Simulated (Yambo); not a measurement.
G0W0@PBEsol for CsCaF₃ (cubic perovskite, space group Pm-3m, No. 221) in Yambo. Reference settings: 4×4×4 Γ-centred k mesh, 136 bands and a 7 Ry block in the screening, 136 bands in G with the Bruneval-Gonze terminator, plasmon pole fitted at 27.2 eV. The PBEsol gap R → Γ on this mesh is 7.00 eV; G0W0 gaps are taken between the same points.

The settings were changed. The gap went from 10.33 eV to 10.39 eV, and the shift of the valence edge from -2.27 eV to -2.25 eV.

**Question.** What was changed between the two runs?
A) 54 bands in G, no terminator
B) 54 bands in W, 54 bands in G
C) 2 Ry block
D) 54 bands in G

**Answer.** D, 54 bands in G. The others gave (gap, valence shift): 54 bands in W, 54 bands in G: 10.65, -2.16 eV; 54 bands in G, no terminator: 10.24, -1.71 eV; 2 Ry block: 11.14, -3.18 eV.

Geometry of the Materials Project entry, not relaxed at this level; primitive cell a = 4.5205 Å, b = 4.5205 Å, c = 4.5205 Å, α = 90.00°, β = 90.00°, γ = 90.00°.

The structure is a Materials Project entry; no match was found in the copy of COD used, and its stability was not checked.

A shift is the quasiparticle energy of the state minus its PBEsol energy.
